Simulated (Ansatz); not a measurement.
Ca₂Si₃Ag:
```cif
data_Ag8Ca16Si24
_chemical_formula_sum 'Ca16 Si24 Ag8'
_space_group_name_H-M_alt 'Fmmm'
_space_group_IT_number 69
_space_group_name_Hall '-F 2 2'
_cell_length_a 8.29401
_cell_length_b 8.66073
_cell_length_c 14.34927
_cell_angle_alpha 90.000
_cell_angle_beta 90.000
_cell_angle_gamma 90.000
loop_
_space_group_symop_operation_xyz
  'x, y, z'
  '-x, -y, -z'
  '-x, -y, z'
  'x, y, -z'
  'x, -y, -z'
  '-x, y, z'
  '-x, y, -z'
  'x, -y, z'
  'x, y+1/2, z+1/2'
  '-x, -y+1/2, -z+1/2'
  '-x, -y+1/2, z+1/2'
  'x, y+1/2, -z+1/2'
  'x, -y+1/2, -z+1/2'
  '-x, y+1/2, z+1/2'
  '-x, y+1/2, -z+1/2'
  'x, -y+1/2, z+1/2'
  'x+1/2, y, z+1/2'
  '-x+1/2, -y, -z+1/2'
  '-x+1/2, -y, z+1/2'
  'x+1/2, y, -z+1/2'
  'x+1/2, -y, -z+1/2'
  '-x+1/2, y, z+1/2'
  '-x+1/2, y, -z+1/2'
  'x+1/2, -y, z+1/2'
  'x+1/2, y+1/2, z'
  '-x+1/2, -y+1/2, -z'
  '-x+1/2, -y+1/2, z'
  'x+1/2, y+1/2, -z'
  'x+1/2, -y+1/2, -z'
  '-x+1/2, y+1/2, z'
  '-x+1/2, y+1/2, -z'
  'x+1/2, -y+1/2, z'
loop_
_atom_site_label
_atom_site_type_symbol
_atom_site_symmetry_multiplicity
_atom_site_Wyckoff_symbol
_atom_site_fract_x
_atom_site_fract_y
_atom_site_fract_z
_atom_site_occupancy
Ca1 Ca 8 h 0.00000 0.24732 0.00000 1
Ca2 Ca 8 f 0.25000 0.25000 0.25000 1
Si1 Si 16 n 0.24408 0.00000 0.08097 1
Si2 Si 8 i 0.00000 0.00000 0.16197 1
Ag1 Ag 8 i 0.00000 0.00000 0.33344 1
```
(The calculation used a cell of 12 atoms; values per cell refer to that cell.)

Relaxed at zero pressure with plane-wave PAW r²SCAN (Ansatz code).

Problem. The volume is raised by 6 % and shape and atoms relax at that volume. What pressure results, and how do the axes share the change?

Solution. -3.3 GPa; a 1.3 %, b 3.3 %, c 1.3 %; the energy rises by 14 meV/atom.

Problem. Give the new structure.

Solution. 
Space group Fmmm (No. 69); a = 8.399 Å, b = 8.950 Å, c = 14.533 Å, α = 90.00°, β = 90.00°, γ = 90.00°

| atom | site | symmetry | x | y | z |
|---|---|---|---|---|---|
| Ca | 8h | m2m | 0.0000 | 0.2460 | 0.0000 |
| Ca | 8f | 222 | 0.2500 | 0.2500 | 0.2500 |
| Si | 16n | .m. | 0.2441 | 0.0000 | 0.0809 |
| Si | 8i | mm2 | 0.0000 | 0.0000 | 0.1619 |
| Ag | 8i | mm2 | 0.0000 | 0.0000 | 0.3335 |

The phase is kept; no other phase was compared at this pressure.

The workflow started from an entry of the Crystallography Open Database (COD). Its standing as an ambient phase is unchecked. The r²SCAN relaxation kept the symmetry of its start; whether a distortion lowers the energy is not shown. No spin polarisation was allowed.

Potentials: the later of the program's two PAW sets.
